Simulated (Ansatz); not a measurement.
Calculation for Ag (hcp type): DFT, PBEsol, all-electron LAPW, scalar-relativistic (Ansatz 0.2.0). This run: volume at 0.58 of the series' base cell.

The cell comes from a relaxation on PAW files under the same functional, begun from a prototype that needn't be the stable phase.

Command: `ansatz run input.yaml --threads 1 --pin off --max-ram 2048MiB --backend cpu --events-out ev --progress --plain --runs-dir out` It took 47 s on 1 thread of Arm Neoverse V1, with other jobs on the host, peak memory 0.54 GiB.

```yaml
crystal:
  lattice:
    - [2.3871084978, 0.0, 0.0]
    - [-1.193554249, 2.0672966007, 0.0]
    - [0.0, 0.0, 3.9185757608]
  atoms:
    - { symbol: Ag, position: [0.3333333333, 0.6666666667, 0.25] }
    - { symbol: Ag, position: [0.6666666667, 0.3333333333, 0.75] }
kpoints:
  mp_grid: { grid: [15, 15, 8] }
scf:
  occupations: { method: fermi_dirac, width: 0.05 }
hamiltonian:
  xc: pbesol
  pseudopotentials: { kind: all_electron, lapw: { basis_error: 0.001 } }
output:
  forces: true
  stress: true
  eigenvalues: true
  populations: true
```

Output:

```
Ag: projections on atomic orbitals take those of the free atom 1s2 2s2 2p6 3s2 3p6 3d10 4s2 4p6 4d10 5s1, of charge +0.00 (hamiltonian.pseudopotentials.projection_atoms)
LAPW: plane waves up to 9.838 Å⁻¹, error target 1.0e-3 eV per atom; small_component_spin mean_spin; Ag in spheres of 1.194 Å, 29 of its electrons in bands, Dirac shells [] (how accurate: hamiltonian.pseudopotentials.lapw.basis_error, Limitations)
Engine: ansatz 0.2.0
Pseudopotentials: kind: all_electron
Pseudopotential: Ag, LAPW, valence charge 29, lapw/all_electron/scalar/gaussian/Ag, Koelling and Harmon's equation, gaussian nucleus
Functional definition: PBEsol
  exchange = pbesol_x
  correlation = pbesol_c
Crystal: 2 atoms, lattice volume = 19.338 Å³
Basis set: ecut = 368.728408545425 eV, 313 PW (Γ), exchange–correlation at level 2
Bands: 35, of which v1, the nominal top of the filled ones, is band 29 counted from 1 (28 counted from 0)
Symmetry: 24 space group operations
Space group: P63/mmc (ITA 194), of the structure as read, at distance tolerance 2.7e-5 Å
k-points: 135 of 1800
Non-local potential: Ag, projectors of the file, none
Initial density: superposition of atomic densities (chi_scale 0.1, normalization cell)
Initial wavefunctions: plane waves of lowest kinetic energy (no species holds an atomic orbital)
Functional: x = pbesol(κ = 0.804, μ = 0.12345679012345678), c = pbesol(β = 0.046)
iter 1 solved again at ethr=2.28e-4 eV; its pass at ethr=1.00e-1 eV (dr2=1.32e-1 eV) is discarded
SCF iter   1: F=—  HF=-289169.305252 eV  |F-HF|=—  |Δ(HF+E_count)|=         —  Δρ=4.06e-2  dr2=1.33e-1  ethr=2.28e-4  ⟨swp⟩=3.0  Hψ=30965  notcnv=0
preconditioner: auto → none  [insulator: Δε(μ)=0.332 eV  Ē_g=19.487 eV  σ=0.050 eV  W_gap=0.86  n_scr=10 (ndim 8)  ℏωp=39.6 eV  f_vac=0.000  D(μ)=0.09/eV (n_scr^D=0)  ε∞_Penn≈5.1]
iter 2 solved again at ethr=6.98e-6 eV; its pass at ethr=2.28e-4 eV (dr2=4.05e-3 eV) is discarded
SCF iter   2: F=—  HF=-289168.902861 eV  |F-HF|=—  |Δ(HF+E_count)|=   4.02e-1  Δρ=7.43e-3  dr2=4.06e-3  ethr=6.98e-6  ⟨swp⟩=2.0  Hψ=23858  notcnv=0
SCF iter   3: F=—  HF=-289168.874501 eV  |F-HF|=—  |Δ(HF+E_count)|=   2.84e-2  Δρ=5.89e-3  dr2=2.58e-3  ethr=6.98e-6  ⟨swp⟩=2.0  Hψ=13381  notcnv=0
SCF iter   4: F=—  HF=-289168.871779 eV  |F-HF|=—  |Δ(HF+E_count)|=   2.72e-3  Δρ=2.26e-3  dr2=3.79e-4  ethr=4.44e-6  ⟨swp⟩=2.0  Hψ=13381  notcnv=0
SCF iter   5: F=—  HF=-289168.871245 eV  |F-HF|=—  |Δ(HF+E_count)|=   5.35e-4  Δρ=4.32e-4  dr2=1.35e-5  ethr=6.54e-7  ⟨swp⟩=2.0  Hψ=13381  notcnv=0
SCF iter   6: F=—  HF=-289168.871228 eV  |F-HF|=—  |Δ(HF+E_count)|=   1.69e-5  Δρ=4.14e-5  dr2=1.21e-7  ethr=2.34e-8  ⟨swp⟩=2.0  Hψ=13381  notcnv=0
SCF iter   7: F=-289168.871228 eV  HF=-289168.871228 eV  |F-HF|=7.57e-10  |Δ(HF+E_count)|=   1.41e-7  Δρ=2.03e-6  dr2=2.98e-10  ethr=2.09e-10  ⟨swp⟩=2.1  Hψ=13389  notcnv=0
SCF 1 converged in 7 iterations: F = -289168.871228 eV  dr2 = 2.98e-10
SCF converged after 7 iterations
Free energy (F): -289168.871228 eV
Harris-Foulkes:  -289168.871228 eV  (|F-HF|=7.57e-10)
Internal energy: -289168.870414 eV  (E = F + TS)
E sigma→0 (E₀):  -289168.870821 eV
Entropy (-TS):   -0.000813 eV (-0.407 meV/atom)
Fermi energy:    37.857838 eV
--- Per-component energies (eV) ---
  E_band       = -6193.232096
  E_kinetic    = 302427.378111
  E_xc         = -8011.990035
  E_electrostatic = -583584.258490  (all electrons and nuclei)
  E_smearing   = -0.000813  (= −TS)
  E_closure    = 0.000000  (closes the sum)
  E_atoms      = -289169.418940  (free atoms, spherical and without spin; not in F)
  Σ components = -289168.871228   (vs F -289168.871228, Δ=0.00e0)
  Basis errors (estimates in eV, not in F): energy 1.8e-4 per atom: plane waves 1.8e-4 (1.3e-4 summed), levels above the bands 2.6e-138, relativity 2.9e-8, radial functions 6.0e-6, core shells 1.6e-6; eigenvalues (radial functions only) 5.3e-7; not estimated: angular momenta, meshes, grids; target (lapw.basis_error) 1.0e-3; muffin-tin radii Ag 1.194 Å
--- Forces (eV/Å), atoms counted from 1 ---
  atom   1  Ag     0.00000000     0.00000000     0.00000000
  atom   2  Ag    -0.00000000    -0.00000000     0.00000000
  max |Σ_I F_I| component: 6.94e-18 eV/Å
--- Stress (GPa, compression-positive) ---
      289.743312      -0.000000       0.000000
       -0.000000     289.743312       0.000000
        0.000000       0.000000     289.763165
  P = ⅓ Tr σ = 289.7499 GPa (2897.499 kbar)
--- Band table (eV; the first three rows and the last of 135) ---
  k-point 0: bands = ["-319.5229", "-319.5229", "-319.5193", "-319.5193", "-319.5193", "-319.5193", "-319.5168", "-319.5168", "-319.5168", "-319.5168", "-56.8425", "-56.6111", "-20.9910", "-19.8573", "-19.8573", "-19.6959", "-19.6858", "-19.6858", "24.3191", "25.5679", "29.1497", "29.3891", "29.3891", "30.0525", "30.0525", "31.0236", "31.0236", "33.6231", "33.6231", "35.1301", "45.4545", "52.7019", "55.0151", "56.0550", "62.2412"]
  k-point 1: bands = ["-319.5229", "-319.5229", "-319.5193", "-319.5193", "-319.5193", "-319.5193", "-319.5168", "-319.5168", "-319.5168", "-319.5168", "-56.8338", "-56.6200", "-20.9436", "-19.8508", "-19.8508", "-19.7473", "-19.6923", "-19.6923", "24.5217", "25.6400", "29.0779", "29.3169", "29.3169", "29.9647", "29.9647", "31.2307", "31.2307", "33.6078", "33.6078", "34.3952", "46.3716", "52.2894", "55.5961", "55.7256", "60.8666"]
  k-point 2: bands = ["-319.5229", "-319.5229", "-319.5193", "-319.5193", "-319.5193", "-319.5193", "-319.5168", "-319.5168", "-319.5168", "-319.5168", "-56.8091", "-56.6454", "-20.8080", "-19.8927", "-19.8324", "-19.8324", "-19.7111", "-19.7111", "25.0786", "25.8351", "28.9249", "29.2081", "29.2081", "29.7458", "29.7458", "31.7224", "31.7224", "32.7577", "33.5188", "33.5188", "48.5163", "51.8012", "54.6586", "56.7739", "59.9597"]
  k-point 134: bands = ["-319.5229", "-319.5229", "-319.5192", "-319.5192", "-319.5192", "-319.5192", "-319.5168", "-319.5168", "-319.5168", "-319.5168", "-56.5464", "-56.5464", "-20.7309", "-20.7309", "-20.4817", "-20.4817", "-19.9349", "-19.9349", "27.1408", "27.1408", "27.9168", "27.9168", "29.4999", "29.4999", "30.9415", "30.9415", "33.7404", "33.7404", "44.0409", "44.0409", "46.4407", "46.4407", "48.0282", "48.0282", "59.4024"]
--- Löwdin populations: 2 sites ---
  site symbol       q [e]
     0     Ag     46.8401
     1     Ag     46.8401
  spilling = 0.003403 (of n_electrons = 94.000000)
```

populations.tsv:

```
# site	symbol	l	j	q
# orbitals = lowdin
# n_electrons = 94.000000
# spilling = 0.003403
# projection_atom_Ag: 1s2 2s2 2p6 3s2 3p6 3d10 4s2 4p6 4d10 5s1
0	Ag	0_1S	-	1.999996
0	Ag	0_2S	-	1.999847
0	Ag	0_3S	-	1.997544
0	Ag	0_4S	-	1.963985
0	Ag	0_5S	-	1.052225
0	Ag	1_2P	-	6.000000
0	Ag	1_3P	-	5.999976
0	Ag	1_4P	-	5.997729
0	Ag	2_3D	-	9.999994
0	Ag	2_4D	-	9.828763
1	Ag	0_1S	-	1.999996
1	Ag	0_2S	-	1.999847
1	Ag	0_3S	-	1.997544
1	Ag	0_4S	-	1.963985
1	Ag	0_5S	-	1.052225
1	Ag	1_2P	-	6.000000
1	Ag	1_3P	-	5.999976
1	Ag	1_4P	-	5.997729
1	Ag	2_3D	-	9.999994
1	Ag	2_4D	-	9.828763
```

Next run (volume at 0.5 of the series' base cell), as changes to the input before:

```diff
   lattice:
-    - [2.3871084978, 0.0, 0.0]
-    - [-1.193554249, 2.0672966007, 0.0]
-    - [0.0, 0.0, 3.9185757608]
+    - [2.2720945871, 0.0, 0.0]
+    - [-1.1360472936, 1.9676916323, 0.0]
+    - [0.0, 0.0, 3.7287370842]
   atoms:
```

Command: `ansatz run input.yaml --threads 1 --pin off --max-ram 2048MiB --backend cpu --events-out ev --progress --plain --runs-dir out` It took 52 s on 1 thread of Arm Neoverse V1, with other jobs on the host, peak memory 0.59 GiB.

Results part of the output:

```
SCF 1 converged in 6 iterations: F = -289162.166588 eV  dr2 = 1.09e-10
SCF converged after 6 iterations
Free energy (F): -289162.166588 eV
Harris-Foulkes:  -289162.166588 eV  (|F-HF|=1.16e-10)
Internal energy: -289162.165785 eV  (E = F + TS)
E sigma→0 (E₀):  -289162.166186 eV
Entropy (-TS):   -0.000804 eV (-0.402 meV/atom)
Fermi energy:    45.195839 eV
--- Per-component energies (eV) ---
  E_band       = -11978.490790
  E_kinetic    = 302485.816841
  E_xc         = -8020.512644
  E_electrostatic = -583627.469981  (all electrons and nuclei)
  E_smearing   = -0.000804  (= −TS)
  E_closure    = 0.000000  (closes the sum)
  E_atoms      = -289169.418940  (free atoms, spherical and without spin; not in F)
  Σ components = -289162.166588   (vs F -289162.166588, Δ=0.00e0)
  Basis errors (estimates in eV, not in F): energy 2.2e-4 per atom: plane waves 2.1e-4 (1.0e-4 summed), levels above the bands 1.1e-149, relativity 3.1e-8, radial functions 7.3e-6, core shells 3.1e-7; eigenvalues (radial functions only) 5.6e-7; not estimated: angular momenta, meshes, grids; target (lapw.basis_error) 1.0e-3; muffin-tin radii Ag 1.136 Å
--- Forces (eV/Å), atoms counted from 1 ---
  atom   1  Ag     0.00000000     0.00000000    -0.00000000
  atom   2  Ag    -0.00000000    -0.00000000     0.00000000
  max |Σ_I F_I| component: 9.25e-18 eV/Å
--- Stress (GPa, compression-positive) ---
      543.875010       0.000000       0.000000
       -0.000000     543.875010      -0.000000
        0.000000      -0.000000     543.928494
  P = ⅓ Tr σ = 543.8928 GPa (5438.928 kbar)
--- Band table (eV; the first three rows and the last of 135) ---
  k-point 0: bands = ["-511.6002", "-511.6002", "-511.5989", "-511.5989", "-511.5989", "-511.5989", "-313.0518", "-313.0518", "-313.0477", "-313.0477", "-313.0477", "-313.0477", "-313.0457", "-313.0457", "-313.0457", "-313.0457", "-50.9674", "-50.5406", "-15.4910", "-13.6423", "-13.6423", "-13.3865", "-13.3712", "-13.3712", "29.6932", "30.4042", "34.6345", "34.9132", "34.9132", "35.7690", "35.7690", "36.9829", "36.9829", "40.2702", "40.2702", "41.7785", "54.2618", "58.8771", "61.3326", "62.6962", "69.5781", "69.5781"]
  k-point 1: bands = ["-511.6002", "-511.6002", "-511.5989", "-511.5989", "-511.5989", "-511.5989", "-313.0518", "-313.0518", "-313.0477", "-313.0477", "-313.0477", "-313.0477", "-313.0457", "-313.0457", "-313.0457", "-313.0457", "-50.9516", "-50.5573", "-15.4151", "-13.6321", "-13.6321", "-13.4714", "-13.3817", "-13.3817", "29.9299", "30.4998", "34.5445", "34.8245", "34.8245", "35.6557", "35.6557", "37.2456", "37.2456", "40.2601", "40.2601", "41.0042", "55.1872", "58.3743", "62.1459", "62.2883", "68.3632", "68.3632"]
  k-point 2: bands = ["-511.6002", "-511.6002", "-511.5989", "-511.5989", "-511.5989", "-511.5989", "-313.0518", "-313.0518", "-313.0477", "-313.0477", "-313.0477", "-313.0477", "-313.0457", "-313.0457", "-313.0457", "-313.0457", "-50.9064", "-50.6046", "-15.1973", "-13.7109", "-13.6030", "-13.6030", "-13.4113", "-13.4113", "30.5610", "30.7667", "34.3661", "34.6909", "34.6909", "35.3754", "35.3754", "37.8730", "37.8730", "39.2153", "40.1658", "40.1658", "57.3365", "57.8468", "61.0630", "63.8988", "67.2919", "67.2919"]
  k-point 134: bands = ["-511.6002", "-511.6002", "-511.5989", "-511.5989", "-511.5989", "-511.5989", "-313.0518", "-313.0518", "-313.0477", "-313.0477", "-313.0477", "-313.0477", "-313.0457", "-313.0457", "-313.0457", "-313.0457", "-50.4227", "-50.4227", "-15.0659", "-15.0659", "-14.6615", "-14.6615", "-13.7641", "-13.7641", "32.1541", "32.1541", "33.1316", "33.1316", "35.2133", "35.2133", "36.8529", "36.8529", "40.4260", "40.4260", "52.2157", "52.2157", "54.8674", "54.8674", "56.6466", "56.6466", "67.6971", "67.6971"]
--- Löwdin populations: 2 sites ---
  site symbol       q [e]
     0     Ag     46.8370
     1     Ag     46.8370
  spilling = 0.003468 (of n_electrons = 94.000000)
```

Next run (volume at 0.43 of the series' base cell), as changes to the input before:

```diff
   lattice:
-    - [2.2720945871, 0.0, 0.0]
-    - [-1.1360472936, 1.9676916323, 0.0]
-    - [0.0, 0.0, 3.7287370842]
+    - [2.161123465, 0.0, 0.0]
+    - [-1.0805617325, 1.8715878214, 0.0]
+    - [0.0, 0.0, 3.5444909329]
   atoms:
   mp_grid: { grid: [15, 15, 8] }
+  band_path:
+    path:
+      - [0.0, 0.0, 0.0]
+      - [0.5, 0.0, 0.0]
+      - [0.3333333333, 0.3333333333, 0.0]
+      - [0.0, 0.0, 0.0]
+      - [0.0, 0.0, 0.5]
+      - [0.5, 0.0, 0.5]
+      - [0.3333333333, 0.3333333333, 0.5]
+      - [0.0, 0.0, 0.5]
+      - [0.5, 0.0, 0.5]
+    npoints: 8
 scf:
   populations: true
+  dos: { projected: true, de: 0.2, e_range: [-14, 8] }
```

Command: `ansatz run input.yaml --threads 1 --pin off --max-ram 2048MiB --backend cpu --events-out ev --progress --plain --runs-dir out` It took 62 s on 1 thread of Arm Neoverse V1, on a shared host, peak memory 0.6 GiB.

Results part of the output:

```
SCF 1 converged in 6 iterations: F = -289151.456057 eV  dr2 = 1.64e-10
NSCF: frozen V_eff on 65 k-points
SCF converged after 6 iterations
Free energy (F): -289151.456057 eV
Harris-Foulkes:  -289151.456057 eV  (|F-HF|=5.24e-10)
Internal energy: -289151.455351 eV  (E = F + TS)
E sigma→0 (E₀):  -289151.455704 eV
Entropy (-TS):   -0.000706 eV (-0.353 meV/atom)
Fermi energy:    54.079072 eV
--- Per-component energies (eV) ---
  E_band       = -11473.509165
  E_kinetic    = 302566.764528
  E_xc         = -8031.384165
  E_electrostatic = -583686.835714  (all electrons and nuclei)
  E_smearing   = -0.000706  (= −TS)
  E_closure    = 0.000000  (closes the sum)
  E_atoms      = -289169.418940  (free atoms, spherical and without spin; not in F)
  Σ components = -289151.456057   (vs F -289151.456057, Δ=0.00e0)
  Basis errors (estimates in eV, not in F): energy 2.2e-4 per atom: plane waves 2.1e-4 (1.1e-4 summed), levels above the bands 5.2e-159, relativity 3.9e-8, radial functions 9.4e-6, core shells 1.4e-6; eigenvalues (radial functions only) 7.5e-7; not estimated: angular momenta, meshes, grids; target (lapw.basis_error) 1.0e-3; muffin-tin radii Ag 1.081 Å
--- Forces (eV/Å), atoms counted from 1 ---
  atom   1  Ag     0.00000000    -0.00000000     0.00000000
  atom   2  Ag    -0.00000000     0.00000000     0.00000000
  max |Σ_I F_I| component: 9.25e-18 eV/Å
--- Stress (GPa, compression-positive) ---
      972.629402       0.000000       0.000000
        0.000000     972.629402       0.000000
        0.000000       0.000000     972.677016
  P = ⅓ Tr σ = 972.6453 GPa (9726.453 kbar)
--- Band table (eV; the first three rows and the last of 135) ---
  k-point 0: bands = ["-503.9902", "-503.9902", "-503.9873", "-503.9873", "-503.9873", "-503.9873", "-305.4254", "-305.4254", "-305.4202", "-305.4202", "-305.4202", "-305.4202", "-305.4197", "-305.4197", "-305.4197", "-305.4197", "-44.2823", "-43.5113", "-9.3319", "-6.3748", "-6.3748", "-5.9740", "-5.9520", "-5.9520", "36.0505", "36.2893", "40.9634", "41.2814", "41.2814", "42.3831", "42.3831", "43.8838", "43.8838", "48.0270", "48.0270", "49.8420", "64.5556", "65.8234", "68.4277", "70.3822", "77.9009", "77.9009"]
  k-point 1: bands = ["-503.9902", "-503.9902", "-503.9873", "-503.9873", "-503.9873", "-503.9873", "-305.4254", "-305.4254", "-305.4202", "-305.4202", "-305.4202", "-305.4202", "-305.4197", "-305.4197", "-305.4197", "-305.4197", "-44.2543", "-43.5420", "-9.2125", "-6.3590", "-6.3590", "-6.1122", "-5.9683", "-5.9683", "36.1735", "36.5690", "40.8539", "41.1719", "41.1719", "42.2370", "42.2370", "44.2172", "44.2172", "48.0297", "48.0297", "49.0169", "65.2125", "65.5080", "69.6519", "69.6678", "76.7091", "76.7091"]
  k-point 2: bands = ["-503.9902", "-503.9902", "-503.9873", "-503.9873", "-503.9873", "-503.9873", "-305.4254", "-305.4254", "-305.4202", "-305.4202", "-305.4202", "-305.4202", "-305.4197", "-305.4197", "-305.4197", "-305.4197", "-44.1739", "-43.6289", "-8.8695", "-6.5003", "-6.3138", "-6.3138", "-6.0148", "-6.0148", "36.5249", "37.2698", "40.6757", "41.0077", "41.0077", "41.8778", "41.8778", "45.0178", "45.0178", "47.0507", "47.9409", "47.9409", "64.6348", "67.6522", "68.3320", "71.8395", "75.4732", "75.4732"]
  k-point 134: bands = ["-503.9902", "-503.9902", "-503.9873", "-503.9873", "-503.9873", "-503.9873", "-305.4254", "-305.4254", "-305.4202", "-305.4202", "-305.4202", "-305.4202", "-305.4197", "-305.4197", "-305.4197", "-305.4197", "-43.3012", "-43.3012", "-8.6552", "-8.6552", "-8.0131", "-8.0131", "-6.5616", "-6.5616", "37.9356", "37.9356", "39.2100", "39.2100", "41.9588", "41.9588", "43.7117", "43.7117", "48.2368", "48.2368", "61.9639", "61.9639", "64.8336", "64.8336", "66.6509", "66.6509", "77.1133", "77.1133"]
--- Löwdin populations: 2 sites ---
  site symbol       q [e]
     0     Ag     46.8334
     1     Ag     46.8334
  spilling = 0.003545 (of n_electrons = 94.000000)
```

The structure type is held throughout; the real material can change phase at far lower pressure.
